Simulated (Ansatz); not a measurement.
Ru (hcp, Mg type)

```yaml
crystal:
  lattice:
    - [2.72216, 0.00000, 0.00000]
    - [-1.36108, 2.35746, 0.00000]
    - [0.00000, 0.00000, 4.29083]
  atoms:
    - { symbol: Ru, position: [0.33333, 0.66667, 0.75000] }
    - { symbol: Ru, position: [0.66667, 0.33333, 0.25000] }
```

The slice is a (0001) plane (indices of the conventional cell) through the point (0.667, 0.333, 0.250) (fractional), spanned by u = [110] and v = [1 -1 0] in vectors of this cell: u (2.72 Å) and v (4.71 Å, at 90° to u). It covers one period; positions are fractions (u, v).

All values below come from PBE (plane waves to 420 eV, PAW, scalar-relativistic; Ansatz, a first-principles code). k mesh 20×20×11. These are valence fields of a PAW run, semicore shells included where kept as valence: close to a nucleus they are smooth pseudo fields. Ru is run without spin polarisation. Ru was relaxed with its symmetry unable to fall.

Three fields on this plane, each scaled to ten steps between its own extremes (0 low, 9 high; the total valence density on a logarithmic scale, the potential cut 8 eV below its top; x marks points blanked near nuclei; v = 0 in the bottom row):

Map A
```
|xxxxxx484xxxxx|
|xxxxx24842xxxx|
|xxxxx26962xxxx|
|xxxx2489842xxx|
|x2236887886322|
|01367532357631|
|4554334x433455|
|6521xxxxxxx125|
|530xxxxxxxxx03|
|521xxxxxxxxx12|
|62xxxxxxxxxxx2|
|73xxxxxxxxxxx3|
|84xxxxxxxxxxx4|
|842xxxxxxxxx24|
|962xxxxxxxxx26|
|9842xxxxxxx248|
|7886322x223688|
|23576310136753|
|x4334554554334|
|xxxx1256521xxx|
|xxxxx03530xxxx|
|xxxxx12521xxxx|
|xxxxxx262xxxxx|
|xxxxxx373xxxxx|
```

Map B
```
|xxxxxx575xxxxx|
|xxxxx06860xxxx|
|xxxxx48984xxxx|
|xxxx3799973xxx|
|x0146889886410|
|55667665667665|
|9886410x014688|
|9973xxxxxxx379|
|984xxxxxxxxx48|
|860xxxxxxxxx06|
|75xxxxxxxxxxx5|
|74xxxxxxxxxxx4|
|75xxxxxxxxxxx5|
|860xxxxxxxxx06|
|984xxxxxxxxx48|
|9973xxxxxxx379|
|9886410x014688|
|56676655566766|
|x0146889886410|
|xxxx3799973xxx|
|xxxxx48984xxxx|
|xxxxx06860xxxx|
|xxxxxx575xxxxx|
|xxxxxx474xxxxx|
```

Map C
```
|xxxxxx424xxxxx|
|xxxxx83138xxxx|
|xxxxx51015xxxx|
|xxxx6200026xxx|
|x9753110113579|
|43333333333333|
|1123579x975321|
|0026xxxxxxx620|
|015xxxxxxxxx51|
|138xxxxxxxxx83|
|24xxxxxxxxxxx4|
|35xxxxxxxxxxx5|
|24xxxxxxxxxxx4|
|138xxxxxxxxx83|
|015xxxxxxxxx51|
|0026xxxxxxx620|
|0113579x975311|
|33333334333333|
|x9753211123579|
|xxxx6200026xxx|
|xxxxx51015xxxx|
|xxxxx83138xxxx|
|xxxxxx424xxxxx|
|xxxxxx535xxxxx|
```

Task: Assign the maps to these fields: electron localisation function (ELF); valence electron density; electrostatic potential energy of an electron, from the cell's mean.

Result: A is the electron localisation function (ELF); B is the electrostatic potential energy of an electron, from the cell's mean; C is the valence electron density.
